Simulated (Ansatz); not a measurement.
Ti$_{4}$AlN$_{3}$ (space group P6_3/mmc)

```xyz
16
Lattice="2.9626 0.0000 0.0000 -1.4813 2.5657 0.0000 0.0000 0.0000 23.2639" Properties=species:S:1:pos:R:3 pbc="T T T"
Ti     0.0000     1.7104    10.3819
Ti     1.4813     0.8552    12.8820
Ti     1.4813     0.8552    22.0138
Ti     0.0000     1.7104     1.2500
Ti     0.0000     0.0000    15.2136
Ti     0.0000     0.0000     8.0503
Ti     0.0000     0.0000     3.5816
Ti     0.0000     0.0000    19.6822
Al     1.4813     0.8552    17.4479
Al     0.0000     1.7104     5.8160
N      1.4813     0.8552     2.4530
N      0.0000     1.7104    20.8108
N      0.0000     1.7104    14.0849
N      1.4813     0.8552     9.1789
N      0.0000     0.0000    11.6319
N      0.0000     0.0000     0.0000
```

The slice is a (0001) plane (indices of the conventional cell) through the point (0.333, 0.667, 0.054) (fractional), spanned by u = [110] and v = [1 -1 0] in vectors of this cell: u (2.96 Å) and v (5.13 Å, at 90° to u). It covers one period; positions are fractions (u, v).

All values below come from PBEsol (plane waves to 420 eV, PAW, scalar-relativistic; Ansatz, an electronic-structure program). k mesh 14×14×2. Near the nuclei the fields are pseudised (PAW); where an atom keeps semicore shells as valence, they peak there. At this level the bands of Ti4AlN3 touch or barely overlap. Ti4AlN3 is run without spin polarisation. Ti4AlN3 was relaxed with its symmetry unable to fall.

### Question
Sketch the valence electron density on this plane as a map.

### Answer
```
|@@@%*-.     .-*%@@|
|@@%#+:.     .:+#%@|
|%%#*-:       :-*#%|
|**+=:.       .:=+*|
|=--:.         .:--|
|...             ..|
|                  |
|                  |
|                  |
|       .....      |
|     .:--=--:.    |
|    .:=+***+=:.   |
|    .-*#%%%#*-.   |
|   .:+#%@@@%#+:.  |
|   .-*%@@@@@%*-.  |
|   .-*%@@@@@%*-.  |
|   .-*%@@@@@%*-.  |
|   .:+#%@@@%#+:.  |
|    :-*#%%%#*-:   |
|    .:=+***+=:.   |
|     .:--=--:.    |
|       .....      |
|                  |
|                  |
|                  |
|...             ..|
|=--:.         .:--|
|**+=:.       .:=+*|
|%%#*-.       .-*#%|
|@@%#+:.     .:+#%@|
|@@@%*-.     .-*%@@|
|@@@%*-.     .-*%@@|
```
Scale: ten equal steps from -0.69 (start of ' ') to 1.01 (end of '@'), in the order ' .:-=+*#%@'. Values: log₁₀ of the valence density in e/Å³. The map has 18 points along u (one character each, u = 0 at the left) and 32 along v (v = 0 in the bottom row). The scale is logarithmic, as a density can span decades between atoms and voids.
